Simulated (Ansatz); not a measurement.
**ZnS: quadrupole couplings from first principles**

```xyz
4
Lattice="3.8452 0.0000 0.0000 -1.9226 3.3300 0.0000 0.0000 0.0000 6.3055" Properties=species:S:1:pos:R:3 pbc="T T T"
Zn    0.0000    2.2200    0.0046
Zn    1.9226    1.1100    3.1574
S     0.0000    2.2200    2.3663
S     1.9226    1.1100    5.5191
```

Atom numbers follow the list: Zn1, Zn2, S3, S4.

The cell was built from the wurtzite type and relaxed in the same program, and has space group P6_3mc; it needn't be a known or the stable phase.

Methods: DFT, PBE, all-electron PAW with datasets made for the crystal, scalar-relativistic (Ansatz 0.2.0); DFT, PBE, PAW with Ansatz's default frozen-core files, scalar-relativistic (Ansatz 0.2.0).

For the crystal-made all-electron datasets (AE datasets): a Γ-centred 12×12×7 k mesh, Fermi–Dirac smearing of 0.03 eV, cutoff 280 eV (chosen by the program for this cell), no spin polarisation. PAW takes a cutoff of 420 eV at this cell. The Ansatz runs share mesh, smearing and spin set-up.

Vzz is the principal value of largest size of the traceless field-gradient tensor, in 10²¹ V/m², and η = (Vxx − Vyy)/Vzz with |Vzz| ≥ |Vyy| ≥ |Vxx|.

```
site  site symmetry  Vzz (η), AE datasets     Vzz (η), PAW
 Zn1            3m.       0.06 (η = 0.00)  0.06 (η = 0.00)
  S3            3m.       0.26 (η = 0.00)  0.26 (η = 0.00)
```
